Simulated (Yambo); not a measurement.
G0W0@LDA for Rb₂RhAgF₆ (space group Fm-3m, No. 225) in Yambo. Reference settings: 2×2×2 Γ-centred k mesh, bands 9 to 335 and a 8 Ry block in the screening, 335 bands in G with the Bruneval-Gonze terminator, plasmon pole fitted at 27.2 eV. The LDA gap X → X on this mesh is 1.01 eV; G0W0 gaps are taken between the same points.

Gap (X → X) in eV against the number of bands and the screening block, terminator on:

```csv
bands (W and G),2 Ry,3 Ry,5 Ry,6 Ry,8 Ry
91,4.127,3.743,3.600,3.590,3.614
134,4.014,3.631,3.491,3.482,3.514
189,3.969,3.566,3.423,3.416,3.445
263,3.947,3.554,3.407,3.400,3.429
335,3.953,3.543,3.398,3.392,3.423
```

Rough cost of the Yambo step against the reference (shared machines):

```json
[
 {"bands (W and G)": "91", "2 Ry": "1/5", "3 Ry": "1/5", "5 Ry": "1/6", "6 Ry": "1/5", "8 Ry": "1/4"},
 {"bands (W and G)": "134", "2 Ry": "1/3", "3 Ry": "1/3", "5 Ry": "1/3", "6 Ry": "1/3", "8 Ry": "1/3"},
 {"bands (W and G)": "189", "2 Ry": "1/3", "3 Ry": "1/2", "5 Ry": "1/2", "6 Ry": "1/2", "8 Ry": "~1"},
 {"bands (W and G)": "263", "2 Ry": "~1", "3 Ry": "~1", "5 Ry": "~1", "6 Ry": "~1", "8 Ry": "~1"},
 {"bands (W and G)": "335", "2 Ry": "~1", "3 Ry": "~1", "5 Ry": "~1", "6 Ry": "~1", "8 Ry": "1"}
]
```

At the largest block the last step in bands moves the gap by -0.006 eV; at the most bands the last step in the block moves it by 0.031 eV.

Spin-orbit splittings are left out.

Geometry of the Materials Project entry, not relaxed at this level; primitive cell a = 6.254 Å, b = 6.254 Å, c = 6.254 Å, α = 60.00°, β = 60.00°, γ = 60.00°.

The structure is a Materials Project entry; no match was found in the copy of COD used, and its stability was not checked.
